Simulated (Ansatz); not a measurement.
Relaxed-ion elastic tensor of Ca (bcc (W type), Im-3m) in GPa (Voigt order), the program Ansatz at the r²SCAN level (PAW); density 1.54 g/cm³, 43.32 Å³ per atom.

```
18.6  17.2  17.2   0.0   0.0   0.0
17.2  18.6  17.2   0.0   0.0   0.0
17.2  17.2  18.6   0.0   0.0   0.0
 0.0   0.0   0.0  14.9   0.0   0.0
 0.0   0.0   0.0   0.0  14.9   0.0
 0.0   0.0   0.0   0.0   0.0  14.9
```

Problem. Is the crystal mechanically stable?

Solution. Yes: the smallest eigenvalue of C is 1.4 GPa.

Problem. Work out the Voigt and Reuss bounds. Is their mean of use?

Solution. K_V = 17.6, K_R = 17.6; G_V = 9.2, G_R = 1.7 GPa. The bounds lie so far apart that a Hill average or a Debye temperature from it would say little.

This is a known high-temperature phase of the composition, computed here at zero pressure and temperature. Symmetry was held in the r²SCAN relaxation; its stability against distortions is not shown here. As this level gives no gap, shear constants depend on the k-mesh and smearing (Fermi–Dirac, 0.1 eV here).

Potentials: the later of the program's two PAW sets.
